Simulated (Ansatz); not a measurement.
An Ansatz (a quantum-chemistry and plane-wave program) run. Input:

Ansatz 0.2 input:
```yaml
crystal:
  lattice:
    - [0.0, 2.4024915717, 2.4024915717]
    - [2.4024915717, 0.0, 2.4024915717]
    - [2.4024915717, 2.4024915717, 0.0]
  atoms:
    - { symbol: Ni, position: [0.0, 0.0, 0.0] }
    - { symbol: Al, position: [0.5, 0.5, 0.5] }
kpoints:
  mp_grid: { grid: [15, 15, 15] }
hamiltonian:
  xc: r2scan
  pseudopotentials: { azcp: { folder: ./paw }, kind: paw }
scf:
  occupations: { method: gaussian, width: 0.1 }
checkpoint: { read: metal.run }
output: { write_density: true, elf: true, volumetric_format: npy }
basis: { fft_grid_basis: typed }
```

Output (shortened):

```
Pseudopotentials: kind: paw
Pseudopotential: Ni, paw, valence charge 18
Pseudopotential: Al, paw, valence charge 3
Functional definition: r2SCAN
Crystal: 2 atoms, lattice volume = 27.734 Å³
Basis set: ecut = 500 eV, 725 PW (Γ), exchange–correlation on 100×100×100 points (64 copies of the dense FFT grid, shifted against one another)
Bands: 19, of which v1, the nominal top of the filled ones, is band 11 counted from 1 (10 counted from 0)
Symmetry: 48 space group operations
Space group: Fm-3m (ITA 225), of the structure as read, at distance tolerance 3.0e-5 Å
k-points: 120 of 3375
PAW frozen core: Ni, regenerated for the run's functional
PAW frozen core: Al, regenerated for the run's functional
Initial density: read from a saved state, or passed on in memory by an earlier SCF of this step, an earlier step, the calling program or the single point that …
Stability of the state it starts from, as read at its close in the unpolarized treatment …
Initial wavefunctions: pseudopotential atomic-orbital guess
Eigensolver: davidson
Functional: x = r2scan, c = r2scan; τ floored in thin density (d = 2e-4 eV/Å³)
iter 1 solved again at ethr=1.22e-8 eV; its pass at ethr=3.10e-3 eV (dr2=2.56e-6 eV) is discarded
SCF iter   1: F=—  HF=-6385.579512 eV  |F-HF|=—  |Δ(HF+E_count)|=         —  Δρ=8.96e-7  dr2=1.65e-10  dr2_τ=1.88e-13  ethr=1.22e-8  ⟨swp⟩=3.0  Hψ=16235  notcnv=0
all-band conjugate gradients solve this SCF's bands
preconditioner: auto → none
SCF iter   2: F=-6385.579512 eV  HF=-6385.579512 eV  |F-HF|=8.56e-10  |Δ(HF+E_count)|=  4.17e-10  Δρ=2.21e-6  dr2=8.71e-10  dr2_τ=1.69e-12  ethr=1.00e-12  ⟨swp⟩=5.0  Hψ=7754  notcnv=0
SCF 1 converged in 2 iterations: F = -6385.579512 eV  dr2 = 8.71e-10
SCF converged after 2 iterations
Free energy (F): -6385.579512 eV
Harris-Foulkes:  -6385.579512 eV  (|F-HF|=8.56e-10)
Internal energy: -6385.577128 eV  (E = F + TS)
E sigma→0 (E₀):  -6385.578320 eV
Entropy (-TS):   -0.002384 eV (-1.192 meV/atom)
Fermi energy:    11.291372 eV
--- Per-component energies (eV) ---
  E_band       = -407.314347
  E_kinetic    = 367.167322
  E_local      = -3937.097976  (includes V_loc(G=0)·N_el)
  E_nonlocal   = -101.381680
  E_hartree    = 2044.884761
  E_xc         = -143.466968
  E_vxc        = -192.334853  (∫ρ·V_xc dr)
  E_paw        = -2151.266365  (= ΣΔE_a)
  E_vpaw       = -646.177353  (= ΣTr[D̂ρ^β])
  E_aug_tail   = 0.000487  (compensation charges beyond the density's cutoff)
  E_vtau       = 12.737518  (kinetic-family band-sum trace: ∫τ·v_τ [+ j·A + Jᵃ·Aᵃ] dr)
  E_ewald      = -2464.056533
  E_core_change = -0.360176  (= ΣΔE_core)
  E_smearing   = -0.002384  (= −TS)
  E_closure    =  0.000000  (closes the sum)
  Σ components = -6385.579512   (vs F -6385.579512, Δ=0.00e0)
  [band-id]    e_kinetic+e_local+e_nonlocal+2·e_hartree+e_vxc+e_vpaw+e_augmentation_tail+e_vtau = -407.317013   (vs E_band -407.314347, Δ=-2.67e-3)
--- Band table (eV; the first three rows and the last of 120) ---
  k-point 0: bands = ["-95.3600", "-54.2905", "-54.2905", "-54.2905", "0.7675", "9.0766", "9.0766", "9.0766", "9.2197", "9.2197", "18.6845", "18.6845", "18.6845", "22.3347", "22.3347", "22.3347", "23.8025", "27.0512", "27.0512"]
  k-point 1: bands = ["-95.3600", "-54.2907", "-54.2905", "-54.2905", "0.8606", "9.0438", "9.0903", "9.0903", "9.2096", "9.2096", "17.9510", "18.6288", "18.6288", "22.0436", "22.5210", "22.5210", "24.7549", "25.8397", "25.8397"]
  k-point 2: bands = ["-95.3599", "-54.2914", "-54.2906", "-54.2906", "1.1388", "8.9435", "9.0774", "9.0774", "9.2351", "9.2351", "16.3805", "18.5006", "18.5006", "21.7646", "22.9511", "22.9511", "24.5858", "24.5858", "26.0186"]
  k-point 119: bands = ["-95.3596", "-54.2945", "-54.2942", "-54.2928", "6.7115", "7.7811", "7.8256", "8.7349", "9.9564", "10.5353", "10.9192", "11.2555", "12.4796", "22.0295", "23.4922", "23.7298", "24.0610", "31.0786", "34.4745"]
  band table: 19 of 19 bands, residual norms ≤ 1.0e-3 eV
```

Cost: roughly 4 core-seconds on shared cores.

The start of the workflow was typed in or built on a structure type; neither database checked (COD, Materials Project) lists it. It is not the phase usual at ambient conditions (space group No. 221). The r²SCAN relaxation kept the symmetry of its start. At this level the phase is mechanically unstable. The run is not spin-polarised.

Potentials: the earlier of the program's two PAW sets.

Ansatz is a plane-wave DFT program.
